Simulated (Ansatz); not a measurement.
Data:

SiNi$_{2}$:
```cif
data_Ni8Si4
_chemical_formula_sum 'Si4 Ni8'
_space_group_name_H-M_alt 'Pnma'
_space_group_IT_number 62
_space_group_name_Hall '-P 2ac 2n'
_cell_length_a 4.92163
_cell_length_b 3.69594
_cell_length_c 7.00403
_cell_angle_alpha 90.000
_cell_angle_beta 90.000
_cell_angle_gamma 90.000
loop_
_atom_site_label
_atom_site_type_symbol
_atom_site_symmetry_multiplicity
_atom_site_Wyckoff_symbol
_atom_site_fract_x
_atom_site_fract_y
_atom_site_fract_z
_atom_site_occupancy
Si1 Si 4 c 0.20847 0.75000 0.11345 1
Ni1 Ni 4 c 0.45768 0.25000 0.29272 1
Ni2 Ni 4 c 0.17118 0.75000 0.43978 1
```

This is the PBEsol-relaxed structure.

**Question.** All from PBEsol (plane waves, PAW; program Ansatz), unless another level is named. Estimate the highest zone-centre frequency.

**Answer.** 398 cm^-1.

**Question.** And the bulk modulus (Birch–Murnaghan fit)?

**Answer.** 2130 kbar.

The cell was relaxed with PBEsol under the symmetry of its start; of distortions, only those at the zone centre were tested. The run is not spin-polarised. As this level gives no gap, phonon frequencies hold no LO–TO term and depend on the k-mesh and smearing (Fermi–Dirac, 0.1 eV here).

Potentials: the later of the program's two PAW sets.
